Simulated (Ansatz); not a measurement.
The start is a generated trial cell of ZrC in the AFLOW prototype AB_oF8_69_a_b (B24, as in TlF). The structure is fully relaxed (lattice and positions, P = 0) with PBEsol (plane waves to 420 eV, PAW, scalar-relativistic; Ansatz, an electronic-structure program). The first steps use a coarse 8×8×8 k-mesh.

The start:
```
CELL_PARAMETERS angstrom
      0.00000     2.32357     2.57094
      2.19037     0.00000     2.57094
      2.19037     2.32357     0.00000
ATOMIC_POSITIONS crystal
  Zr 0.00000 0.00000 0.00000
  C  0.50000 0.50000 0.50000
```

Outcome: The space group goes from Fmmm (No. 69) to Fm-3m (No. 225); the end is rock salt type, with 2 atoms in the primitive cell
Energy released: 0.19 eV/atom
Optimiser moves: 5

It ends as:

```cif
data_C4Zr4
_chemical_formula_sum 'Zr4 C4'
_space_group_name_H-M_alt 'Fm-3m'
_space_group_IT_number 225
_space_group_name_Hall '-F 4 2 3'
_cell_length_a 4.66889
_cell_length_b 4.66889
_cell_length_c 4.66889
_cell_angle_alpha 90.000
_cell_angle_beta 90.000
_cell_angle_gamma 90.000
loop_
_atom_site_label
_atom_site_type_symbol
_atom_site_symmetry_multiplicity
_atom_site_Wyckoff_symbol
_atom_site_fract_x
_atom_site_fract_y
_atom_site_fract_z
_atom_site_occupancy
Zr1 Zr 4 a 0.00000 0.00000 0.00000 1
C1 C 4 b 0.50000 0.50000 0.50000 1
```
(The calculation used a cell of 2 atoms; values per cell refer to that cell.)

Final values are on a 17×17×17 k-mesh of the relaxed cell. No spin polarisation in the result.

The run could not lose the symmetry of its start.

All atoms sit on sites fixed by symmetry, so only the cell could relax.
